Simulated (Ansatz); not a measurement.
PbTe (rock salt)

```yaml
crystal:
  lattice:
    - [0.00000, 3.22119, 3.22119]
    - [3.22119, 0.00000, 3.22119]
    - [3.22119, 3.22119, 0.00000]
  atoms:
    - { symbol: Te, position: [0.00000, 0.00000, 0.00000] }
    - { symbol: Pb, position: [0.50000, 0.50000, 0.50000] }
```

The slice is a {111} plane (indices of the conventional cell) through the point (0.000, 0.000, 0.000) (fractional), spanned by u = [100] and v = [-1 2 0] in vectors of this cell: u (4.56 Å) and v (7.89 Å, at 90° to u). It covers one period; positions are fractions (u, v).

Computed with PBEsol (plane waves to 420 eV, PAW, scalar-relativistic; Ansatz, a first-principles code). k mesh 9×9×9. These are valence fields of a PAW run, semicore shells included where kept as valence: close to a nucleus they are smooth pseudo fields. PbTe was relaxed with its symmetry unable to fall. Spin-orbit coupling is left out, though Pb and Te are heavy. The PAW data are Ansatz's earlier set.

Q: Predict the map of the electron localisation function (ELF) on the slice.

A: 
```
|xx=%@*. .*@%=x|
|-=#@@=   =@@#=|
|#%@@*:   :*@@%|
|@@@*:     :*@@|
|*+-.       .-+|
|..    ...    .|
|    .-+*+-.   |
|   :*@@@@@*:  |
|  :*@@%#%@@*: |
|  =@@#=-=#@@= |
| .*@%=xxx=%@*.|
| .*@#-xxx-#@*.|
| .*@%=xxx=%@*.|
|  =@@#=-=#@@= |
|  :*@@%#%@@*: |
|   :*@@@@@*:  |
|    .-+*+-.   |
|..    ...    .|
|*+-.       .-+|
|@@@*:     :*@@|
|#%@@*:   :*@@%|
|-=#@@=   =@@#=|
|xx=%@*. .*@%=x|
|xx-#@*. .*@#-x|
```
Scale: ten equal steps from 0.07 (start of ' ') to 0.66 (end of '@'), in the order ' .:-=+*#%@'. Values: electron localisation function (ELF). The map has 14 points along u (one character each, u = 0 at the left) and 24 along v (v = 0 in the bottom row). Points within 0.5 Å of a nucleus are blanked (x), as the pseudised field means little there.
